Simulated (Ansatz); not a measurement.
BiAu2:
```
CELL_PARAMETERS angstrom
      0.00000     4.01279     4.01279
      4.01279     0.00000     4.01279
      4.01279     4.01279     0.00000
ATOMIC_POSITIONS crystal
  Bi 0.50000 0.50000 0.50000
  Bi 0.75000 0.75000 0.75000
  Au 0.12500 0.12500 0.12500
  Au 0.62500 0.12500 0.12500
  Au 0.12500 0.12500 0.62500
  Au 0.12500 0.62500 0.12500
```

Relaxed with r²SCAN.

Q: Give the Bader charges and basin volumes of the independent atoms, DFT-r²SCAN in the program Ansatz with PAW potentials.

A: 

| atom | Bader charge (e) | Bader volume (Å³) |
|---|---|---|
| Bi1 | +0.56 | 24.3 |
| Au3 | -0.28 | 20.1 |

Space group Fd-3m (cubic Laves (MgCu2 type)). The workflow started from an entry of the Crystallography Open Database (COD). Whether it is the stable phase at ambient conditions was not checked. The r²SCAN relaxation kept the symmetry of its start; its stability against distortions is not shown here. Spin–orbit coupling is left out wherever it is not named.

Potentials: the later of the program's two PAW sets.
